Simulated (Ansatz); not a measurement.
# Na3TeH: relaxed-ion elastic tensor

All numbers below come from Ansatz 0.2.0, DFT PBE, scalar-relativistic, plane waves, PAW. Settings: 420 eV plane-wave cutoff, Γ-centred 6×6×6 mesh, fixed occupations. No spin polarisation.

Equilibrium structure at this level:
```
CELL_PARAMETERS angstrom
4.75905 0.00000 0.00000
0.00000 4.75905 0.00000
0.00000 0.00000 4.75905
ATOMIC_POSITIONS crystal
Na 0.50000 0.00000 0.00000
Na 0.00000 0.50000 0.00000
Na 0.00000 0.00000 0.50000
Te 0.50000 0.50000 0.50000
H 0.00000 0.00000 0.00000
```

The cell was found from a structure generator's guess, not taken from experiment. Spin–orbit coupling is left out, which matters for heavy elements.

(1) Give the relaxed-ion elastic constants (GPa, Voigt order xx yy zz yz xz xy, on the Cartesian axes of the cell above).

(2) Is the crystal stable against homogeneous strain?

(3) And the moduli of a polycrystal (Hill averages)?

## Answers

(1)
```
46.0 12.9 12.9  0.0  0.0  0.0
12.9 46.0 12.9  0.0  0.0  0.0
12.9 12.9 46.0  0.0  0.0  0.0
 0.0  0.0  0.0 18.6  0.0  0.0
 0.0  0.0  0.0  0.0 18.6  0.0
 0.0  0.0  0.0  0.0  0.0 18.6
```

(2) Yes: the least eigenvalue of the tensor is 18.6 GPa.

(3) B = 24 GPa, G = 18 GPa, E = 43 GPa, ν = 0.20.
